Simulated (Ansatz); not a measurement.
The elements of this relaxed trial crystal are hidden behind letters.

```
lattice vectors (Å)
   4.3563    0.0000    0.0000
   0.0000    4.3563    0.0000
   0.0000    0.0000    4.3563
fractional positions
X 0.5000 0.5000 0.5000
Z 0.0000 0.0000 0.5000
Z 0.5000 0.0000 0.0000
Z 0.0000 0.5000 0.0000
Q 0.5000 0.5000 0.0000
Q 0.0000 0.5000 0.5000
Q 0.5000 0.0000 0.5000
Q 0.0000 0.0000 0.0000
```

Method: Ansatz, DFT PBE, scalar-relativistic, plane waves, PAW. Settings of the last relaxation (8-atom cell): 420 eV, 10×10×10 k points, Gaussian smearing of 0.10 eV, no spin polarisation.

```
Space group                                 : Pm-3m (No. 221)
Conventional cell                           : a = 4.356 Å
Volume per atom                             : 10.33 Å³
Density                                     : 5.84 g/cm³
Energy over the elements                    : −1.65 eV/atom
Gap on the 10×10×10 mesh of the 8-atom cell : 0 eV (a metal)
```

Energies are uncorrected and count from the elements' standard states at the same level.

Question: X is a d-block element of period 5, Z is a d-block element of period 4 and Q is a p-block element of period 2. Which elements are they?

Answer: X = Zr, Z = Ti, Q = N, so the formula is ZrTi3N4. Density times volume gives a mean mass of 5.84 × 10.33/1.6605 = 36.3 u per atom, and this set has 36.4 u. Around Zr lie 6 N at 2.18 Å and 12 Ti at 3.08 Å; Ti is surrounded by 6 N at 2.18 Å, 4 Zr at 3.08 Å and 8 Ti at 3.08 Å; N on a site of symmetry 4/mmm has 2 Zr at 2.18 Å and 4 Ti at 2.18 Å; 1 more site not described. Other sets within the hints have nearly the same mass, so mass alone doesn't settle it; this one was computed.

A structure relaxed within its symmetry needn't be a true minimum.
